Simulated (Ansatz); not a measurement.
SiC in space group P6_3/mmc (No. 194; Si on 2c, C on 2d), LDA in the plane-wave PAW code Ansatz, all energies at zero smearing, with the estimated change up to a 700 eV cutoff added, with one set of potentials and settings (totals compare only within such a set). Cell of 4 atoms (2 Si, 2 C): -1702.603 eV.

```
element             reference phase  E (eV/atom)
-------  --------------------------  -----------
Si       Fd-3m, 2 atoms in the cell    -608.6481
C        Fd-3m, 2 atoms in the cell    -242.9976
```

Formation energy per atom, worked out: (-1702.603 − 2×(-608.6481) − 2×(-242.9976))/4 = 0.172 eV/atom (17 kJ per mol of atoms), at 0 K, without zero-point energy or fitted corrections.

The start of the workflow was typed in or built on a structure type; neither database checked (COD, Materials Project) lists it. It is not the phase usual at ambient conditions (space group No. 186, 216). The cell was relaxed with LDA under the symmetry of its start. At this level the phase is dynamically unstable (imaginary phonons). The volume moved by -49 % from the start of the relaxation. Its formation energy is positive at this level, so the cell may be metastable or incomplete. A crystal of weakly bound layers computed without a dispersion correction: the cell and the soft elastic constants depend strongly on that. The references are the lowest solids computed at this level, not always the standard phases.

Potentials: the later of the program's two PAW sets.
